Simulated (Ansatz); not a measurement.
Theory: Ansatz 0.2.0, DFT PBE, scalar-relativistic, plane waves, PAW. Settings: cutoff 420 eV, Γ-centred meshes spaced at most about 0.3 Å⁻¹, and about 0.25 Å⁻¹ or finer for metals (2π included), Gaussian smearing. Collinear spin in cells that started with moments and kept them past the coarse steps, no spin elsewhere.

All energies are static (0 K, no zero-point motion).

Two relaxed structures of ZrBr₅:

A. (site moments Zr 1.0 μB) Space group F-43m (No. 216), cubic, a = 8.580 Å. Zr has 16 Br at 3.56–3.72 Å; Br on a site of symmetry -43m has 12 Br at 3.56 Å and 4 Zr at 3.72 Å; Br on a site of symmetry 3m has 6 Br at 3.03–3.04 Å, 3 Zr at 3.56 Å and 3 Br at 3.56 Å.

B. (site moments Br -0.1 (×2) μB) Space group P-62m (No. 189), hexagonal, a = 9.005 Å, c = 3.282 Å. Zr is surrounded by 6 Br at 2.65 Å and 2 Zr at 3.28 Å; Br on a site of symmetry m2m is surrounded by 2 Zr at 2.65 Å, 2 Br at 3.28 Å, 2 Br at 3.60 Å and 4 Br at 3.92 Å; Br on a site of symmetry -6 has 2 Br at 3.28 Å and 6 Br at 3.92 Å.

Question: Which would you expect to be lower, and how large is the difference?

Answer: B is lower, by 1.19 eV/atom. A has space group F-43m (No. 216), 26.3 Å³/atom and no gap on its mesh; B has space group P-62m (No. 189), 38.4 Å³/atom and no gap. Counting Br atoms around Zr (those within 1.25 times the shortest such distance or 1.15 times the sum of covalent radii; the shortest distance is added where it is long for a bond), A has Zr 16 from 3.6 Å and B has Zr 6. Both come from invented guesses.

Weakly bound directions are ill-defined at this level, which has no dispersion term (P-62m), and this can change margins and order among such cells. The magnetic state reached may not be the lowest. Cells relaxed within their symmetry can be saddle points. Some types were kept out of the candidates beforehand, so the set may lack a known form.
